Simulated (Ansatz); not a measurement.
Level of theory: Ansatz 0.2.0, DFT PBE, scalar-relativistic, plane waves, PAW. Settings: cutoff 420 eV, Γ-centred meshes spaced at most about 0.3 Å⁻¹, and about 0.25 Å⁻¹ or finer for metals (2π included), Gaussian smearing. No spin polarisation in the final relaxations.

Temperature and zero-point effects are left out.

Two relaxed structures of PdPt₂:

A.

Space group P4/mmm (No. 123). a = 5.161 Å, b = 5.161 Å, c = 2.518 Å, α = 90.00°, β = 90.00°, γ = 90.00°
```json
{"atom": "Pd", "site": "1b", "symmetry": "4/mmm", "x": "0.0000", "y": "0.0000", "z": "0.5000"}
{"atom": "Pt", "site": "2e", "symmetry": "mmm.", "x": "0.0000", "y": "0.5000", "z": "0.5000"}
```

B.

Space group P6/mmm (No. 191). a = 4.507 Å, b = 4.507 Å, c = 2.716 Å, α = 90.00°, β = 90.00°, γ = 120.00°
```tsv
atom	site	symmetry	x	y	z
Pd	1a	6/mmm	0.0000	0.0000	0.0000
Pt	2d	-6m2	0.3333	0.6667	0.5000
```

Problem. Which is lower in energy, and by how much?

Solution. B is lower, by 0.98 eV/atom. A has space group P4/mmm (No. 123), 22.4 Å³/atom and no gap on its mesh; B has space group P6/mmm (No. 191), 15.9 Å³/atom and no gap. Counting all near atoms (those within 1.25 times the shortest distance at each site), A has Pd 6, Pt 4 and B has Pd 14, Pt 11. The denser one is the lower, and pressure would at first widen the difference. Even the lower one lies +0.08 eV/atom against the reference forms of the elements (uncorrected), so neither is stable at this level. In A, around Pd lie 2 Pd at 2.52 Å and 4 Pt at 2.58 Å; around Pt lie 2 Pt at 2.52 Å and 2 Pd at 2.58 Å. In B, Pd has 2 Pd at 2.72 Å and 12 Pt at 2.94 Å; around Pt lie 5 Pt at 2.60–2.72 Å and 6 Pd at 2.94 Å. Both come from invented guesses.

Spin–orbit coupling, which can matter for Pt, is left out. A magnetic state wasn't ruled out in cells without spin, among them P6/mmm. Cells relaxed within their symmetry can be saddle points.
